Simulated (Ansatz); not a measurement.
One element of this relaxed crystal is hidden as X:

```
cell (Å)
  4.813 0.000 0.000
  0.000 4.813 0.000
  0.000 0.000 4.813
  Cl 0.0000 0.0000 0.0000
  X 0.0000 0.5000 0.5000
  X 0.5000 0.0000 0.5000
  X 0.5000 0.5000 0.0000
```

All-electron LAPW in Ansatz 0.2.0 under PBEsol, scalar-relativistic and without spin polarisation, finds it within 0.01 GPa of zero pressure, with a formation energy of -0.66 eV/atom from the elements, no gap. The structure needn't be the ground state.

Question: Which element is X?

Answer: Na, which makes the crystal Na₃Cl. Other candidates weren't computed, and some may come near.
